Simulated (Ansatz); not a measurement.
TiSi2:
```
TiSi2
1.0
    1.76342    -6.75699     0.00000
    1.76342     6.75699     0.00000
    0.00000     0.00000     3.56522
Si Ti
4 2
Direct
  0.94163   0.05837   0.75000
  0.05837   0.94163   0.25000
  0.25024   0.74976   0.75000
  0.74976   0.25024   0.25000
  0.60316   0.39684   0.75000
  0.39684   0.60316   0.25000
```

Relaxed with r²SCAN. Special points in fractions of this cell's reciprocal vectors: Γ (0.000, 0.000, 0.000); Y (-0.500, 0.500, 0.000); C0 (-0.267, 0.733, 0.000); Σ0 (0.267, 0.267, 0.000); Z (0.000, 0.000, 0.500); A0 (0.267, 0.267, 0.500); E0 (-0.267, 0.733, 0.500); T (-0.500, 0.500, 0.500); S (0.000, 0.500, 0.000); R (0.000, 0.500, 0.500).

### Question
List the band energies nearest the Fermi level at these points for the program Ansatz at the r²SCAN level (PAW).

### Answer
In eV from the Fermi level; about four levels below and three above (degenerate sets whole), none deeper than 8.9 eV; points with the same levels are listed once.

```
k                     below                above
--  -----------------------  -------------------
Γ   -2.68 -2.27 -2.22 -2.18       0.48 0.86 0.91
Y   -2.83 -2.63 -2.14 -1.22       0.39 0.69 0.79
C0  -1.20 -0.78 -0.76 -0.25       1.29 1.45 1.79
Z   -1.70 -1.70 -0.06 -0.06  0.89 0.89 1.52 1.52
A0  -3.64 -3.64 -2.55 -2.55  1.98 1.98 2.14 2.14
T   -2.20 -2.20 -0.94 -0.94  0.58 0.58 1.88 1.88
S   -1.58 -0.66 -0.63 -0.56       1.30 1.64 1.87
R   -3.48 -3.48 -2.63 -2.63  1.93 1.93 2.14 2.14
```

Space group Cmcm. Symmetry was held in the r²SCAN relaxation. No spin polarisation was allowed.

Potentials: the later of the program's two PAW sets.
